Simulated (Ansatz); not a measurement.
Property card for ScAl$_{3}$

ScAl$_{3}$:
```
ScAl3
1.0
   -1.99563     1.99563     4.36951
    1.99563    -1.99563     4.36951
    1.99563     1.99563    -4.36951
Sc Al
1 3
Cartesian
  0.00000   0.00000   0.00000
  0.00000   1.99563   2.18476
  1.99563   0.00000   2.18476
  0.00000   0.00000   4.36951
```

Space group I4/mmm (No. 139); conventional cell a = b = 3.991 Å, c = 8.739 Å, α = β = γ = 90.00°.

Method: DFT-PBEsol in the program Ansatz with PAW potentials. Geometry: relaxed at this level of theory. Other levels are named where they apply.

**Cell and energy**

```
Item                                                           Value
-----------------------------------------------------  -------------
Volume per atom                                             17.40 Å³
Density                                                   3.00 g/cm³
Formation energy from the elements (no fitted shifts)  -0.37 eV/atom
```

**Electronic structure**

```
Item                                                                        Result
------------------------------------  --------------------------------------------
Electronic character                                             metallic (no gap)
Density of states at the Fermi level  0.52 states/eV per atom (mean over ±0.08 eV)
```

**Mechanics**

```
Quantity                               Value
----------------------------------  --------
Bulk modulus (Birch–Murnaghan fit)  87.1 GPa
Pressure derivative B′                   4.1
```

**Phonons**

```
Item                                            Value
-----------------------------  ----------------------
Highest zone-centre frequency                326 cm⁻¹
Zone-centre stability          no imaginary mode at Γ
```

The first step of the workflow began from a Materials Project structure, measured or hypothetical; the Crystallography Open Database copy checked does not list it. Whether it is the stable phase at ambient conditions was not checked. The cell was relaxed with PBEsol under the symmetry of its start. No spin polarisation was allowed. As this level gives no gap, phonon frequencies hold no LO–TO term and depend on the k-mesh and smearing (Fermi–Dirac, 0.1 eV here). Axis ratios of metals converge slowly with the k-mesh, so a and c are less sure than the volume. The references are the lowest solids computed at this level, not always the standard phases.

Potentials: the later of the program's two PAW sets.
